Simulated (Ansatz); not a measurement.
Input, command and steps of an Ansatz relaxation.

```yaml
crystal:
  lattice:
    - [3.9216, 0.0, 0.0]
    - [0.0, 3.9216, 0.0]
    - [0.0, 0.0, 8.5947]
  atoms:
    - { symbol: Hf, position: [0.0, 0.5, 0.734] }
    - { symbol: Hf, position: [0.5, 0.0, 0.266] }
    - { symbol: Cu, position: [0.0, 0.0, 0.0] }
    - { symbol: Sb, position: [0.5, 0.5, 0.0] }
    - { symbol: Sb, position: [0.0, 0.5, 0.382] }
    - { symbol: Sb, position: [0.5, 0.0, 0.618] }
basis:
  ecutwfc: 500
kpoints:
  mp_grid: { grid: [10, 10, 4] }
hamiltonian:
  xc: r2scan
scf:
  occupations: { method: gaussian, width: 0.1 }
output:
  forces: true
  stress: true
  eigenvalues: true
  write_density: true
  write_potential: true
  elf: true
  volumetric_format: npy
relax:
  adjacent_minimum: "off"
  f_tol: 0.01
  max_steps: 40
```

```bash
ansatz run input.yaml --threads 1 --pin off --max-ram 2560MiB --backend cpu --events-out ev --progress --plain --runs-dir out
```

Method: DFT r2SCAN, scalar-relativistic, plane waves, PAW (Ansatz 0.2.0).

Of 3 frames 3 are shown, positions in Å and forces in eV/Å; the SCF threshold varies from step to step. The mark taken_back stands on steps that the optimiser undid.

```xyz
6
Lattice="3.9216 0.0000 0.0000 0.0000 3.9216 0.0000 0.0000 0.0000 8.5947" Properties=species:S:1:pos:R:3:forces:R:3 pbc="T T T" step=1 free_energy_over_end_meV_per_atom=4.60
Hf    0.0000    1.9608    6.3085    0.0000    0.0000    0.2949
Hf    1.9608    0.0000    2.2862    0.0000    0.0000   -0.2949
Cu    0.0000    0.0000    0.0000    0.0000    0.0000    0.0000
Sb    1.9608    1.9608    0.0000    0.0000    0.0000    0.0000
Sb    0.0000    1.9608    3.2832    0.0000    0.0000   -0.3872
Sb    1.9608    0.0000    5.3115    0.0000    0.0000    0.3872
6
Lattice="3.9216 0.0000 0.0000 0.0000 3.9216 0.0000 0.0000 0.0000 8.5947" Properties=species:S:1:pos:R:3:forces:R:3 pbc="T T T" step=2 free_energy_over_end_meV_per_atom=8.57 taken_back
Hf    0.0000    1.9608    6.3843    0.0000    0.0000   -0.4686
Hf    1.9608    0.0000    2.2104    0.0000    0.0000    0.4686
Cu    0.0000    0.0000    0.0000    0.0000    0.0000    0.0000
Sb    1.9608    1.9608    0.0000    0.0000    0.0000    0.0000
Sb    0.0000    1.9608    3.1626    0.0000    0.0000    0.3907
Sb    1.9608    0.0000    5.4321    0.0000    0.0000   -0.3907
6
Lattice="3.9216 0.0000 0.0000 0.0000 3.9216 0.0000 0.0000 0.0000 8.5947" Properties=species:S:1:pos:R:3:forces:R:3 pbc="T T T" step=3 free_energy_over_end_meV_per_atom=0.00
Hf    0.0000    1.9608    6.3336    0.0000    0.0000    0.0045
Hf    1.9608    0.0000    2.2611    0.0000    0.0000   -0.0045
Cu    0.0000    0.0000    0.0000    0.0000    0.0000    0.0000
Sb    1.9608    1.9608    0.0000    0.0000    0.0000    0.0000
Sb    0.0000    1.9608    3.2296    0.0000    0.0000   -0.0016
Sb    1.9608    0.0000    5.3651    0.0000    0.0000    0.0016
```

Time: 4 min on 1 thread of Intel(R) Xeon(R) 6975P-C (Granite Rapids) (shared host), peak memory 1.2 GiB.

Spin–orbit coupling is left out, which can shift energies with elements as heavy as these.